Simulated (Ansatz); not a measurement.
SnSe in space group Pnma (No. 62; Sn on 4c, Se on 4c), plane-wave PAW PBEsol (Ansatz code), all energies at zero smearing, with the estimated change up to a 700 eV cutoff added, with one set of potentials and settings (totals compare only within such a set). Cell of 8 atoms (4 Sn, 4 Se): -45499.460 eV.

| element | reference phase | E (eV/atom) |
|---|---|---|
| Sn | I4_1/amd, 2 atoms in the cell | -5949.7830 |
| Se | P3_121, 3 atoms in the cell | -5424.2079 |

Formation energy per atom, worked out: (-45499.460 − 4×(-5949.7830) − 4×(-5424.2079))/8 = -0.437 eV/atom (-42 kJ per mol of atoms), at 0 K, without zero-point energy or fitted corrections.

Symmetry was held in the PBEsol relaxation. The volume moved by 32 % from the start of the relaxation. The references are the lowest solids computed at this level, not always the standard phases. Spin–orbit coupling is left out wherever it is not named.

Potentials: the later of the program's two PAW sets.
